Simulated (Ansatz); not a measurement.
MgO (rock salt, space group No. 225), the program Ansatz at the LDA level (PAW). The conduction-band minimum lies at Γ, with 1 equivalent valley. Second derivatives d²E/dk² of the lowest band at one valley (eV·Å²), along Cartesian directions:

| direction | d²E/dk² |
|---|---|
| [100] | 21.07 |
| [010] | 21.07 |
| [001] | 21.07 |
| [110] | 21.07 |
| [101] | 21.07 |
| [011] | 21.07 |

**Question.** Find the principal effective masses, the density-of-states mass and the conductivity mass.

**Answer.** Off-diagonal terms follow from H_xy = H[110] − (H_xx + H_yy)/2, and m*/mₑ = 7.620 eV·Å² over each eigenvalue: 0.36, 0.36, 0.36. One valley's DOS mass (m₁m₂m₃)^(1/3) = 0.36, conductivity mass 3/(Σ 1/mᵢ) = 0.36 mₑ.

**Question.** What effective density of states Nc follows at 300 K for parabolic valleys?

**Answer.** Nc = 2.509e19 × 1 × (0.36)^(3/2) ≈ 5.4e18 cm⁻³.

**Question.** With the computed static dielectric constant 9.76 (mean of the diagonal), estimate a hydrogenic donor's binding energy and radius.

**Answer.** E = 13.606 eV × 0.36/9.76² ≈ 51 meV; a = 0.529 Å × ε/m* ≈ 14 Å. Semilocal masses tend to be too small where the gap is.

**Question.** With ε∞ = 3.18 and ω_LO = 715 cm⁻¹, what Fröhlich coupling constant follows?

**Answer.** α = (1/ε∞ − 1/ε0) √(m* × 13.606 eV/ħω_LO) = 1.6.

Space group Fm-3m (rock salt). Symmetry was held in the LDA relaxation; phonons on a q-mesh show no instability.

Potentials: the later of the program's two PAW sets.
